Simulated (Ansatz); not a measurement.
## Ru: frozen-core PAW against all-electron methods

```
Ru
1.0
     2.70580    0.00000    0.00000
    -1.35290    2.34329    0.00000
     0.00000    0.00000    4.28190
Ru
2
Direct
  0.33333 0.66667 0.25000
  0.66667 0.33333 0.75000
```

Atoms are numbered in the order listed.

The cell comes from COD entry 9017842, which wasn't checked; take it as a given geometry.

All numbers are computed: DFT, PBEsol, PAW with Ansatz's default frozen-core files, scalar-relativistic (Ansatz 0.2.0); DFT, PBEsol, all-electron LAPW, scalar-relativistic (Ansatz 0.2.0).

For PAW: a Γ-centred 14×14×8 k mesh, Fermi–Dirac smearing of 0.03 eV, cutoff 420 eV, no spin polarisation; the PAW files were made with PBE, and the program remakes their frozen cores for this functional. LAPW targets a basis error of 0.5 meV/atom. The Ansatz runs share mesh, smearing and spin set-up. Plane-wave (PAW) pressures include the program's estimate of the Pulay term.

Stress and pressure are positive in compression.

Levels count from the Fermi level.

PAW results:

| quantity | PAW |
| --- | --- |
| pressure (GPa) | -6.25 |
| stress xx (GPa) | -5.56 |
| stress zz (GPa) | -7.63 |
| highest filled level at L (eV) | -1.046 |
| lowest empty level at L (eV) | 0.444 |
| highest filled level at Γ (eV) | -1.378 |
| lowest empty level at Γ (eV) | 1.209 |
| highest filled level at A (eV) | -2.730 |
| lowest empty level at A (eV) | 0.568 |

What does LAPW (all electrons) give for the same quantities?


| quantity | LAPW |
| --- | --- |
| pressure (GPa) | -6.27 |
| stress xx (GPa) | -5.57 |
| stress zz (GPa) | -7.67 |
| highest filled level at L (eV) | -1.046 |
| lowest empty level at L (eV) | 0.442 |
| highest filled level at Γ (eV) | -1.378 |
| lowest empty level at Γ (eV) | 1.210 |
| highest filled level at A (eV) | -2.731 |
| lowest empty level at A (eV) | 0.570 |
